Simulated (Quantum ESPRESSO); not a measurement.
# Mg2CaZnO4: input and log of a self-consistent run

Simulated, not a measurement. The program is pw.x of Quantum ESPRESSO 7.5 (plane-wave density functional theory). The cell is made up: 8 atoms on a rocksalt lattice, with randomly drawn elements, strain and displacements, not relaxed. PseudoDojo standard norm-conserving files (v0.5 for PBE, v0.4.1 for LDA and PBEsol) set the functional; there is no spin polarisation, spin-orbit coupling or dispersion term, and the masses in the input are unused placeholders.

Input:

```
&control calculation='scf', pseudo_dir='./dojo.nc.sr.pbe.v0_5.standard.upf', outdir='./o', disk_io='low', tprnfor=.true., tstress=.true. /
&system ibrav=0, nat=8, ntyp=4, nbnd=43, ecutwfc=84.00895049, nosym=.true., tot_charge=0,
 occupations='smearing', smearing='fd', degauss=0.0018374661
/
&electrons conv_thr=7.350e-09, electron_maxstep=60, /
ATOMIC_SPECIES
Ca 1.0 Ca.upf
Mg 1.0 Mg.upf
O 1.0 O.upf
Zn 1.0 Zn.upf
CELL_PARAMETERS angstrom
4.3505 0.0 0.0
0.0 4.3505 0.0
0.0 0.0 4.4175
ATOMIC_POSITIONS angstrom
Mg 0.0143 -0.049 0.0102
Mg -0.0292 2.2127 2.1816
Ca 2.1778 0.0103 2.214
Zn 2.1859 2.1506 0.0037
O 2.1886 -0.027 0.0037
O 2.2158 2.1599 2.2303
O 4.3598 0.0558 2.1824
O 4.327 2.1781 -0.0463
K_POINTS automatic
4 4 4 1 1 1
```

The log is shortened where brackets say so; the opening notice, blank lines, dates and the lines on written files are dropped, and the path of the files is cut. It prints rydbergs, bohrs and kilobars, and counts compression as positive stress.

```
     Program PWSCF v.7.5
     Parallel version (MPI & OpenMP), running on       4 processor cores
     Number of MPI processes:                 4
     Threads/MPI process:                     1
     [start-up lines left out]
     bravais-lattice index     =            0
     lattice parameter (alat)  =       8.2213  a.u.
     unit-cell volume          =     564.2239 (a.u.)^3
     number of atoms/cell      =            8
     number of atomic types    =            4
     number of electrons       =        74.00
     number of Kohn-Sham states=           43
     kinetic-energy cutoff     =      84.0090  Ry
     charge density cutoff     =     336.0358  Ry
     scf convergence threshold =      7.3E-09
     mixing beta               =       0.7000
     number of iterations used =            8  plain     mixing
     Exchange-correlation= PBE
                           (   1   4   3   4   0   0   0)
     [axes and pseudopotential details left out]
   Cartesian axes
     site n.     atom                  positions (alat units)
         1        Mg     tau(   1) = (   0.0032870  -0.0112631   0.0023446  )
         2        Mg     tau(   2) = (  -0.0067119   0.5086082   0.5014596  )
         3        Ca     tau(   3) = (   0.5005861   0.0023675   0.5089070  )
         4        Zn     tau(   4) = (   0.5024480   0.4943340   0.0008505  )
         5        O      tau(   5) = (   0.5030686  -0.0062062   0.0008505  )
         6        O      tau(   6) = (   0.5093208   0.4964717   0.5126537  )
         7        O      tau(   7) = (   1.0021377   0.0128261   0.5016435  )
         8        O      tau(   8) = (   0.9945983   0.5006551  -0.0106425  )
     number of k points=    32  Fermi-Dirac smearing, width (Ry)=  0.0018
                       cart. coord. in units 2pi/alat
        k(    1) = (   0.1250000   0.1250000   0.1231041), wk =   0.0625000
        k(    2) = (   0.1250000   0.1250000   0.3693124), wk =   0.0625000
     [further k points left out]
     Dense  grid:    58637 G-vectors     FFT dimensions: (  48,  48,  50)
     Estimated max dynamical RAM per process >     118.17 MB
     Estimated total dynamical RAM >     429.73 MB
     Initial potential from superposition of free atoms
     starting charge      73.9933, renormalised to      74.0000
     Starting wfcs are   41 randomized atomic wfcs +    2 random wfcs
     total cpu time spent up to now is        4.2 secs
     per-process dynamical memory:    88.3 Mb
     Self-consistent Calculation
     iteration #  1     ecut=    84.01 Ry     beta= 0.70
     Davidson diagonalization with overlap
     ethr =  1.00E-02,  avg # of iterations =  6.1
     total cpu time spent up to now is       11.6 secs
     total energy              =    -865.20027878 Ry
     estimated scf accuracy    <       1.89057435 Ry
     iteration #  2     ecut=    84.01 Ry     beta= 0.70
     Davidson diagonalization with overlap
     ethr =  2.55E-03,  avg # of iterations =  3.8
     total cpu time spent up to now is       18.9 secs
     total energy              =    -865.61404106 Ry
     estimated scf accuracy    <       2.41929156 Ry
     iteration #  3     ecut=    84.01 Ry     beta= 0.70
     Davidson diagonalization with overlap
     ethr =  2.55E-03,  avg # of iterations =  3.0
     total cpu time spent up to now is       25.2 secs
     total energy              =    -866.07475158 Ry
     estimated scf accuracy    <       0.02293244 Ry
     iteration #  4     ecut=    84.01 Ry     beta= 0.70
     Davidson diagonalization with overlap
     ethr =  3.10E-05,  avg # of iterations =  6.1
     total cpu time spent up to now is       33.5 secs
     total energy              =    -866.08594292 Ry
     estimated scf accuracy    <       0.02724683 Ry
     iteration #  5     ecut=    84.01 Ry     beta= 0.70
     Davidson diagonalization with overlap
     ethr =  3.10E-05,  avg # of iterations =  2.0
     total cpu time spent up to now is       39.3 secs
     total energy              =    -866.08987515 Ry
     estimated scf accuracy    <       0.00216814 Ry
     [iterations 6 to 7 left out]
     iteration #  8     ecut=    84.01 Ry     beta= 0.70
     Davidson diagonalization with overlap
     ethr =  4.79E-08,  avg # of iterations =  2.0
     total cpu time spent up to now is       54.8 secs
     total energy              =    -866.09037029 Ry
     estimated scf accuracy    <       0.00000487 Ry
     iteration #  9     ecut=    84.01 Ry     beta= 0.70
     Davidson diagonalization with overlap
     ethr =  6.58E-09,  avg # of iterations =  3.0
     total cpu time spent up to now is       59.6 secs
     total energy              =    -866.09037129 Ry
     estimated scf accuracy    <       0.00000013 Ry
     iteration # 10     ecut=    84.01 Ry     beta= 0.70
     Davidson diagonalization with overlap
     ethr =  1.70E-10,  avg # of iterations =  4.5
     total cpu time spent up to now is       64.4 secs
     total energy              =    -866.09037134 Ry
     estimated scf accuracy    <       0.00000011 Ry
     iteration # 11     ecut=    84.01 Ry     beta= 0.70
     Davidson diagonalization with overlap
     ethr =  1.49E-10,  avg # of iterations =  2.0
     total cpu time spent up to now is       68.3 secs
     total energy              =    -866.09037134 Ry
     estimated scf accuracy    <       0.00000002 Ry
     iteration # 12     ecut=    84.01 Ry     beta= 0.70
     Davidson diagonalization with overlap
     ethr =  2.86E-11,  avg # of iterations =  3.8
     total cpu time spent up to now is       72.6 secs
     End of self-consistent calculation
     [lines on levels left out]
!    total energy              =    -866.09037135 Ry
     estimated scf accuracy    <          9.7E-10 Ry
     smearing contrib. (-TS)   =       0.00000000 Ry
     internal energy E=F+TS    =    -866.09037135 Ry
     The total energy is F=E-TS. E is the sum of the following terms:
     one-electron contribution =    -484.97840462 Ry
     hartree contribution      =     270.70251832 Ry
     xc contribution           =    -125.72734755 Ry
     ewald contribution        =    -526.08713751 Ry
     convergence has been achieved in  12 iterations
     Forces acting on atoms (cartesian axes, Ry/au):
     atom    1 type  2   force =    -0.00265450    0.01579500   -0.00585836
     atom    2 type  2   force =     0.00948043   -0.01269981    0.00581804
     atom    3 type  1   force =     0.00078054   -0.00917124    0.00114523
     atom    4 type  4   force =    -0.00230952    0.00001445   -0.00300557
     atom    5 type  3   force =    -0.00401447    0.00117807    0.00085539
     atom    6 type  3   force =    -0.01048372    0.01925912   -0.00823713
     atom    7 type  3   force =    -0.00161190   -0.01569184   -0.00156650
     atom    8 type  3   force =     0.01081312    0.00131626    0.01084891
     Total force =     0.041603     Total SCF correction =     0.000017
     Computing stress (Cartesian axis) and pressure
          total   stress  (Ry/bohr**3)                   (kbar)     P=       83.75
   0.00066647  -0.00000150   0.00000254           98.04       -0.22        0.37
  -0.00000150   0.00062524   0.00000069           -0.22       91.98        0.10
   0.00000254   0.00000069   0.00041625            0.37        0.10       61.23
     init_run     :      2.93s CPU      3.08s WALL (       1 calls)
     electrons    :     67.86s CPU     68.45s WALL (       1 calls)
     forces       :      0.71s CPU      0.74s WALL (       1 calls)
     stress       :      2.99s CPU      2.99s WALL (       1 calls)
     [timing details left out]
     PWSCF        :   1m15.64s CPU   1m16.50s WALL
     JOB DONE.
```

In other units: free energy -11783.760 eV for the cell, pressure 8.37 GPa, largest force component 0.495 eV/Å. A rerun of the same cell at another strain at 1437 eV and a 6 x 6 x 6 mesh moved values by no more than 0.002 eV in energy, 0.05 GPa in stress and 0.003 eV/Å in force.